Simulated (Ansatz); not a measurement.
Calculated ⁵⁷Fe Mössbauer parameters for SiC with Fe replacing Si

Cell: a supercell of SiC (zinc blende type, F-43m) built from a structure deposited in the COD, with the ions relaxed around the defect (PBE).

Space group F-43m (No. 216); a = 13.0740 Å.

| site | Wyckoff | site symmetry | x | y | z |
| --- | --- | --- | --- | --- | --- |
| Fe | 4a | -43m | 0.0000 | 0.0000 | 0.0000 |
| Si2 | 48h | ..m | 0.1659 | 0.9990 | 0.1659 |
| Si5 | 16e | .3m | 0.3330 | 0.8330 | 0.1670 |
| Si9 | 16e | .3m | 0.6665 | 0.6665 | 0.3335 |
| Si15 | 24f | 2.mm | 0.5000 | 0.6671 | 0.5000 |
| C28 | 16e | .3m | 0.0877 | 0.9123 | 0.0877 |
| C29 | 24g | 2.mm | 0.2500 | 0.9173 | 0.2500 |
| C33 | 48h | ..m | 0.5834 | 0.7500 | 0.4166 |
| C41 | 16e | .3m | 0.4166 | 0.5834 | 0.4166 |
| C54 | 4c | -43m | 0.7500 | 0.2500 | 0.7500 |

One atom of each set is listed; the run and its k-mesh use a cell of 54 atoms with edges of 9.24, 9.24, 9.24 Å.

Computed with Ansatz: DFT, PBE, plane waves and PAW, scalar-relativistic, collinear spin, 420 eV cutoff, Γ-centred 3×3×3 k-points, Fermi–Dirac smearing 0.01 eV, cell charge -2. Start moments as typed (μB): 4 on each Fe, none on the rest.

Isomer shifts (against α-Fe) follow from the electron density at the nucleus, δ = α(ρ − ρ₀), with α = -0.366 mm s⁻¹ a₀³ and ρ₀ = 14904.00 a₀⁻³ from a line fitted to 10 measured compounds at this level of theory (rms miss 0.11 mm/s). ΔE_Q = ½eQV_zz(1 + η²/3)^½ with Q = 0.160 b for the 14.4 keV state. B_c is the Fermi-contact field along the atom's own moment; orbital and dipolar fields are not included.

(1) Where do the absorption lines lie when the magnetic splitting is averaged out (above the ordering temperature, with the gradients of this state)?

(2) And the six lines of Fe from the contact field alone, leaving the quadrupole term aside?

Answers

(1) Fe (1 atom a cell): δ = -0.11, |ΔE_Q| = 0.00 mm/s, a single line at -0.11 mm/s.

(2) With |B_c| = 15.0 T and nuclear moments 0.090604 and -0.15532 μN the lines lie at -2.53, -1.51, -0.49, 0.27, 1.29, 2.31 mm/s, in the ratio 3:2:1:1:2:3 for a powder.

The defect repeats with the cell of 54 atoms, so it feels its images: sites between two images don't show the values beside a lone defect, and zeros or small values of η there can come from the images' arrangement. The relaxation keeps the site symmetry -43m of the start, so the impurity can't leave its site; a distortion that would localise the partly filled state isn't explored. A uniform background compensates the cell's charge. Semilocal functionals underestimate the core's spin polarisation, so contact fields of ionic iron come out too small in magnitude. On Fe B_c is a small difference of large parts, and can be wrong severalfold and even in sign.

The relaxation (5 steps) took 12 min of wall time (12 min of CPU time) and 1.8 GiB at its peak, on 1 thread of AMD EPYC 7R43 64-Core Processor (Zen 3) (x86_64; 48 cores open to the job, memory cap 3.0 GiB, no GPU), a shared host with a load of 0.4 a core.
